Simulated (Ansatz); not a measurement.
# Formation energy of HfIr3 in the AuCu3-type structure

Computed with Ansatz (plane waves, PAW, 420 eV cutoff): PBEsol, scalar-relativistic, no spin polarisation, Γ-centred 8×8×8 mesh, 0.05 eV Gaussian smearing. The datasets are Ansatz's generated set soft_2.

The start was a prototype's sites filled with these elements; the Crystallography Open Database holds the compound in this structure.

It takes space group Pm-3m (No. 221, cubic). Conventional cell: a = 3.924 Å, b = 3.924 Å, c = 3.924 Å, α = 90.00°, β = 90.00°, γ = 90.00°. Around Hf (site symmetry m-3m) lie 12 Ir at 2.77 Å. Ir (site symmetry 4/mmm) is surrounded by 4 Hf at 2.77 Å and 8 Ir at 2.77 Å. (Neighbours are counted to 15 % beyond the shortest distance.)

The elements were computed in their standard states with the same datasets, cutoff and functional. Absolute energies hang on the potentials; compare differences alone.

Energy of the relaxed cell (4 atoms, smearing extrapolated to zero): -50998.222 eV. Elements, in eV/atom: Hf -15598.025, Ir -11799.036.

Task: What is the formation energy?

Result: [-50998.222 − (1 × -15598.025 + 3 × -11799.036)] / 4 = -0.77 eV/atom, or -75 kJ per mole of atoms.

The value is for 0 K, without zero-point energy. A negative value shows stability against the elements alone, not against other compounds or structures.

The calculation's cell holds 77 valence electrons, an odd number. Without magnetic order each band takes two, so one stays part-filled and the crystal must be a metal. (Only strong correlation, outside this picture, could make a Mott insulator of it.)

Spin–orbit coupling, which matters for such heavy elements, is left out.
